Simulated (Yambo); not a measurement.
# Optical response of CsBr

```xyz
2
Lattice="4.2392 0.0000 0.0000 0.0000 4.2392 0.0000 0.0000 0.0000 4.2392" Properties=species:S:1:pos:R:3 pbc="T T T"
Br     2.1196     2.1196     2.1196
Cs     0.0000     0.0000     0.0000
```

Yambo, RPA with local fields on PBEsol bands shifted by a G0W0 scissor of 2.24 eV; 4×4×4 mesh, 110 bands, 4 Ry local-field block, 0.2 eV broadening; field along x.

```json
[
 {"E (eV)": "0.0", "Im ε": "0.00", "Re ε": "2.63", "Im ε, independent particles": "0.00"},
 {"E (eV)": "0.6", "Im ε": "0.00", "Re ε": "2.64", "Im ε, independent particles": "0.00"},
 {"E (eV)": "1.2", "Im ε": "0.01", "Re ε": "2.66", "Im ε, independent particles": "0.01"},
 {"E (eV)": "1.9", "Im ε": "0.01", "Re ε": "2.68", "Im ε, independent particles": "0.01"},
 {"E (eV)": "2.5", "Im ε": "0.02", "Re ε": "2.73", "Im ε, independent particles": "0.02"},
 {"E (eV)": "3.1", "Im ε": "0.02", "Re ε": "2.78", "Im ε, independent particles": "0.03"},
 {"E (eV)": "3.8", "Im ε": "0.03", "Re ε": "2.86", "Im ε, independent particles": "0.04"},
 {"E (eV)": "4.4", "Im ε": "0.04", "Re ε": "2.97", "Im ε, independent particles": "0.05"},
 {"E (eV)": "5.0", "Im ε": "0.06", "Re ε": "3.12", "Im ε, independent particles": "0.08"},
 {"E (eV)": "5.6", "Im ε": "0.10", "Re ε": "3.36", "Im ε, independent particles": "0.13"},
 {"E (eV)": "6.2", "Im ε": "0.30", "Re ε": "3.79", "Im ε, independent particles": "0.36"},
 {"E (eV)": "6.9", "Im ε": "0.52", "Re ε": "3.84", "Im ε, independent particles": "0.66"},
 {"E (eV)": "7.5", "Im ε": "1.12", "Re ε": "4.50", "Im ε, independent particles": "1.59"},
 {"E (eV)": "8.1", "Im ε": "2.28", "Re ε": "5.03", "Im ε, independent particles": "3.45"},
 {"E (eV)": "8.8", "Im ε": "3.15", "Re ε": "2.54", "Im ε, independent particles": "3.71"},
 {"E (eV)": "9.4", "Im ε": "2.50", "Re ε": "2.38", "Im ε, independent particles": "3.27"},
 {"E (eV)": "10.0", "Im ε": "3.17", "Re ε": "2.74", "Im ε, independent particles": "4.86"},
 {"E (eV)": "10.6", "Im ε": "4.08", "Re ε": "1.59", "Im ε, independent particles": "4.58"},
 {"E (eV)": "11.2", "Im ε": "2.72", "Re ε": "0.43", "Im ε, independent particles": "2.65"},
 {"E (eV)": "11.9", "Im ε": "1.56", "Re ε": "0.74", "Im ε, independent particles": "1.86"},
 {"E (eV)": "12.5", "Im ε": "1.20", "Re ε": "0.87", "Im ε, independent particles": "1.41"},
 {"E (eV)": "13.1", "Im ε": "1.35", "Re ε": "1.47", "Im ε, independent particles": "2.15"},
 {"E (eV)": "13.8", "Im ε": "1.68", "Re ε": "1.47", "Im ε, independent particles": "3.24"},
 {"E (eV)": "14.4", "Im ε": "1.71", "Re ε": "1.41", "Im ε, independent particles": "3.13"},
 {"E (eV)": "15.0", "Im ε": "2.03", "Re ε": "1.50", "Im ε, independent particles": "3.79"},
 {"E (eV)": "15.6", "Im ε": "2.35", "Re ε": "0.69", "Im ε, independent particles": "3.05"},
 {"E (eV)": "16.2", "Im ε": "1.76", "Re ε": "0.62", "Im ε, independent particles": "2.97"},
 {"E (eV)": "16.9", "Im ε": "1.80", "Re ε": "0.47", "Im ε, independent particles": "2.78"},
 {"E (eV)": "17.5", "Im ε": "1.16", "Re ε": "0.15", "Im ε, independent particles": "1.79"},
 {"E (eV)": "18.1", "Im ε": "1.38", "Re ε": "0.57", "Im ε, independent particles": "1.16"},
 {"E (eV)": "18.8", "Im ε": "1.27", "Re ε": "0.63", "Im ε, independent particles": "1.41"},
 {"E (eV)": "19.4", "Im ε": "1.23", "Re ε": "0.19", "Im ε, independent particles": "0.96"},
 {"E (eV)": "20.0", "Im ε": "0.91", "Re ε": "0.53", "Im ε, independent particles": "1.15"}
]
```

Structure narrower than a few tenths of an eV can come from the finite k mesh. Convergence of the RPA response with its 4×4×4 mesh was not tested. The scissor comes from a G0W0 run whose convergence isn't established. No excitonic effects at this level.

Spin-orbit coupling is included.

Geometry relaxed with PBEsol.
